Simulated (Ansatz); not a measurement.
# Property card for Al$_{2}$Ru

Al₂Ru:
```yaml
crystal:
  lattice:
    - [0.00000, 3.98780, 4.38491]
    - [2.35067, 0.00000, 4.38491]
    - [2.35067, 3.98780, 0.00000]
  atoms:
    - { symbol: Al, position: [0.07893, 0.42107, 0.07893] }
    - { symbol: Al, position: [0.42107, 0.07893, 0.42107] }
    - { symbol: Al, position: [0.17107, 0.82893, 0.17107] }
    - { symbol: Al, position: [0.82893, 0.17107, 0.82893] }
    - { symbol: Ru, position: [0.75000, 0.75000, 0.75000] }
    - { symbol: Ru, position: [0.50000, 0.50000, 0.50000] }
```

Space group Fddd (No. 70); conventional cell a = 4.7013 Å, b = 7.9756 Å, c = 8.7698 Å, α = 90.00°, β = 90.00°, γ = 90.00°.

Method: PBEsol (plane waves, PAW; program Ansatz). Structure relaxed to zero pressure with the same functional. Other levels are named where they apply.

**Cell and energy**

```
Quantity                                                            Result
-----------------------------------------------------  -------------------
Volume per atom                                                   13.70 Å³
Density                                                         6.26 g/cm³
Formation energy from the elements (no fitted shifts)  -66 kJ/mol of atoms
```

**Electronic structure**

```
Quantity                                                                                                                                           Result
--------------------------------------------------------------  -----------------------------------------------------------------------------------------
Band gap                                                                                                                               0.08 eV (indirect)
Valence-band maximum                                                                                                                                 at Γ
Conduction-band minimum                                         on the Γ–Σ0 line, 79 % of the way from Γ (k = 0.000, 0.323, 0.323) (2 equivalent valleys)
Smallest direct gap on the standard path                                                                                                          1.23 eV
Electron effective mass                                                                                              0.93, 1.8, 2.0 mₑ (principal values)
Electron effective mass with spin–orbit coupling                                                                     0.92, 1.8, 1.9 mₑ (principal values)
Weight of the conduction-edge state by species (Voronoi cells)                                                                           Ru 83 %, Al 17 %
Hole effective mass                                                                                                0.12, 0.29, 0.49 mₑ (principal values)
Hole effective mass with spin–orbit coupling                                                                       0.12, 0.29, 0.50 mₑ (principal values)
Weight of the valence-edge state by species (Voronoi cells)                                                                              Al 77 %, Ru 23 %
HSE06 gap on the PBEsol cell                                                                                                                      0.59 eV
Gap with spin–orbit coupling                                                                                                                      0.07 eV
```

**Mechanics**

```
Item                                                                                                                                         Value
--------------------------------------------  ----------------------------------------------------------------------------------------------------
Bulk modulus (Birch–Murnaghan fit)                                                                                                         178 GPa
Pressure derivative B′                                                                                                                         4.4
Elastic constants (relaxed ions, GPa)         C11 = 356, C22 = 336, C33 = 390, C12 = 74.9, C13 = 108, C23 = 87.2, C44 = 71.6, C55 = 123, C66 = 102
Mechanical stability                                                                                        stable (all eigenvalues of C positive)
Hill bulk and shear moduli                                                                                                         180 and 110 GPa
Young's modulus                                                                                                                            274 GPa
Poisson's ratio                                                                                                                               0.25
Debye temperature from the elastic constants                                                                                                 579 K
```

**Phonons**

```
Quantity                                                                  Result
--------------------------------------------------  ----------------------------
Highest zone-centre frequency (without LO–TO term)                      470 cm⁻¹
Zone-centre stability                                     no imaginary mode at Γ
Dynamical stability on the path                     stable (no imaginary branch)
Zero-point energy                                                  50.4 meV/atom
Vibrational entropy at 300 K                             22.1 J/(K·mol of atoms)
```

The workflow started from a Materials Project entry (that database holds measured and hypothetical structures alike); the Crystallography Open Database copy checked does not list it. With Al and Ru taken as one species the cell has the higher symmetry Fddd, so it may be an ordered model of a mixed-site phase. Whether it is the stable phase at ambient conditions was not checked. Symmetry was held in the PBEsol relaxation. No spin polarisation was allowed. The references are the lowest solids computed at this level, not always the standard phases. Spin–orbit coupling is left out wherever it is not named.

Potentials: the later of the program's two PAW sets.
